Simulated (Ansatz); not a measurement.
MoSe$_{2}$ in space group P6_3/mmc (No. 194; Mo on 2c, Se on 4f), PBE (plane waves, PAW; program Ansatz), all energies at zero smearing, with the estimated change up to a 700 eV cutoff added, with one set of potentials and settings (totals compare only within such a set). Cell of 6 atoms (2 Mo, 4 Se): -31792.580 eV.

```
element              reference phase  E (eV/atom)
-------  ---------------------------  -----------
Mo        Im-3m, 1 atoms in the cell   -4956.0557
Se       P3_121, 3 atoms in the cell   -5469.0896
```

Formation energy per atom, worked out: (-31792.580 − 2×(-4956.0557) − 4×(-5469.0896))/6 = -0.685 eV/atom (-66 kJ per mol of atoms), at 0 K, without zero-point energy or fitted corrections.

The cell was relaxed with PBE under the symmetry of its start. The run is not spin-polarised. The volume lies over 15 % above that of the usual cell of this phase: another minimum, or an error of the functional. A crystal of weakly bound layers computed without a dispersion correction: the cell and the soft elastic constants depend strongly on that. The references are the lowest solids computed at this level, not always the standard phases.

Potentials: the earlier of the program's two PAW sets.
